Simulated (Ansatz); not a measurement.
This run works on a generated trial structure, not on a known crystal.

Input and command of a plane-wave DFT calculation in Ansatz:

```yaml
crystal:
  lattice:
    - [6.9542085607, 0.0, 0.0]
    - [-3.4771042804, 6.0225212768, 0.0]
    - [0.0, 0.0, 3.406276266]
  atoms:
    - { symbol: Cd, position: [0.0, 0.0, 0.0] }
    - { symbol: Te, position: [0.3333333333, 0.6666666667, 0.0] }
    - { symbol: S, position: [0.6666666667, 0.3333333333, 0.0] }
    - { symbol: S, position: [0.9867004545, 0.4933502273, 0.5] }
    - { symbol: S, position: [0.5066497727, 0.4933502273, 0.5] }
    - { symbol: S, position: [0.5066497727, 0.0132995455, 0.5] }
basis:
  ecutwfc: 420
kpoints:
  mp_grid: { grid: [6, 6, 12] }
hamiltonian:
  xc: pbe
scf:
  occupations: { method: gaussian, width: 0.1 }
output:
  forces: true
  stress: true
  eigenvalues: true
  write_density: true
  write_potential: true
  elf: true
  volumetric_format: npy
relax:
  adjacent_minimum: "off"
  f_tol: 0.01
  max_steps: 80
  cell: { stress_tol: 0.05 }
```

```bash
ansatz run input.yaml --threads 1 --pin off --max-ram 2560MiB --backend cpu --events-out ev --progress --plain --runs-dir out
```

Processor: Intel(R) Xeon(R) Processor @ 2.50GHz (Skylake/Cascade Lake), 1 thread, on a host shared with other jobs.

Task: Estimate time, memory and problem size.

Result: About 3.1 min, peak memory 0.53 GiB. It solves 36 bands at 49 k points (after reduction by symmetry) with about 2789 plane waves (on the last cell), in 26 SCF iterations over 4 ionic steps.
